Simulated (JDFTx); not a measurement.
System: tert-butylarsine, C4H11As (SMILES CC(C)(C)[AsH2]), charge 0, multiplicity 1; geometry: optimised with GFN2-xTB in vacuum (one conformer, no frequencies checked; largest PBE force component 0.7 eV/Å). Coordinates in Å:
```
C     0.39    0.02    1.03
C    -0.28    0.00   -0.33
C    -1.14   -1.25   -0.47
C    -1.16    1.24   -0.49
As    1.07    0.00   -1.83
H    -0.35    0.02    1.83
H     1.01    0.91    1.15
H     1.03   -0.86    1.16
H    -1.63   -1.28   -1.45
H    -1.91   -1.29    0.30
H    -0.52   -2.15   -0.38
H    -1.65    1.25   -1.47
H    -0.56    2.15   -0.40
H    -1.94    1.27    0.28
H     1.93    1.06   -1.20
H     1.94   -1.05   -1.19
```

Method: PBE, GBRV ultrasoft potentials, plane waves to 20/100 Ha, in a modified build of JDFTx. Liquid: CANDLE, water, 0.5 M NaF. The liquid run sits in a periodic box with 3.75 Å from the outermost atoms to the faces; the vacuum run is isolated. The box matters at about 0.01 eV. ΔG_solv is the difference of the two single-point energies, liquid minus vacuum; no corrections are added.

The values are those of the intact species: the continuum can't coordinate to it or react with it.

The solvation energy is 0.06 eV and the part: cavitation term of the fluid is 0.67 eV. The part: dispersion term of the fluid is -0.54 eV, the part: electrostatic term of the fluid comes out as -0.09 eV and the part: distortion of the solute's electrons is 0.01 eV. The dipole moment in vacuum is 1.00 D and the dipole moment in the liquid is 1.44 D. The highest occupied level in vacuum (zero: vacuum level) is -6.04 eV, the highest occupied level in the liquid (zero: bulk electrolyte) is -5.90 eV and the volume of the model's cavity comes out as 327.3 Å³. The rough cost, vacuum and liquid run is 6 min and 7 min of core time.
